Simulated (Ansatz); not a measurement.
Cs:
```cif
data_Cs
_chemical_formula_sum 'Cs1'
_space_group_name_H-M_alt 'P 1'
_space_group_IT_number 1
_cell_length_a 5.42737
_cell_length_b 5.42737
_cell_length_c 5.42737
_cell_angle_alpha 109.471
_cell_angle_beta 109.471
_cell_angle_gamma 109.471
loop_
_space_group_symop_operation_xyz
  'x, y, z'
loop_
_atom_site_label
_atom_site_type_symbol
_atom_site_fract_x
_atom_site_fract_y
_atom_site_fract_z
_atom_site_occupancy
Cs1 Cs 0.00000 0.00000 0.00000 1
```

Relaxed with r²SCAN.

### Question
Which orbitals make up the states near the Fermi level in r²SCAN in the plane-wave PAW code Ansatz?

### Answer
Within 0.5 eV of the Fermi level: Cs 6s 81 %, outside the projected shells 18 %. Projections are on Löwdin-orthogonalised atomic valence shells; empty p or d shells of many metals are not among them.

### Question
Tabulate the density of states.

### Answer
States/eV per cell of 1 atom, in 0.25 eV bins, energy from the Fermi level.

```csv
E (eV),total,Cs 6s,Cs 5p
-7.85,0.00,0.00,0.00
-7.60,0.00,0.00,0.00
-7.35,0.00,0.00,0.00
-7.10,0.00,0.00,0.00
-6.85,0.00,0.00,0.00
-6.60,0.00,0.00,0.00
-6.35,0.00,0.00,0.00
-6.10,0.00,0.00,0.00
-5.85,0.00,0.00,0.00
-5.60,0.00,0.00,0.00
-5.35,0.00,0.00,0.00
-5.10,0.00,0.00,0.00
-4.85,0.00,0.00,0.00
-4.60,0.00,0.00,0.00
-4.35,0.00,0.00,0.00
-4.10,0.00,0.00,0.00
-3.85,0.00,0.00,0.00
-3.60,0.00,0.00,0.00
-3.35,0.00,0.00,0.00
-3.10,0.00,0.00,0.00
-2.85,0.00,0.00,0.00
-2.60,0.00,0.00,0.00
-2.35,0.00,0.00,0.00
-2.10,0.00,0.00,0.00
-1.85,0.00,0.00,0.00
-1.60,0.14,0.14,0.00
-1.35,0.31,0.31,0.00
-1.10,0.44,0.43,0.01
-0.85,0.56,0.54,0.01
-0.60,0.69,0.66,0.01
-0.35,0.85,0.79,0.01
-0.10,1.06,0.94,0.01
0.15,1.42,1.16,0.01
0.40,1.32,0.87,0.01
0.65,1.48,0.38,0.00
0.90,3.18,0.10,0.00
1.15,2.10,0.08,0.00
1.40,1.99,0.10,0.00
1.65,2.16,0.10,0.00
1.90,2.72,0.11,0.00
2.15,2.09,0.13,0.00
2.40,1.47,0.09,0.00
2.65,1.63,0.06,0.00
2.90,1.82,0.08,0.00
3.15,2.52,0.12,0.00
3.40,3.98,0.17,0.00
3.65,3.58,0.05,0.00
3.90,4.88,0.04,0.00
4.15,2.83,0.04,0.00
4.40,1.73,0.05,0.00
4.65,1.25,0.03,0.00
```

Space group Im-3m (bcc (W type)). Symmetry was held in the r²SCAN relaxation. Scalar-relativistic: spin–orbit coupling is off unless named, which matters more the heavier the elements.

Potentials: the earlier of the program's two PAW sets.
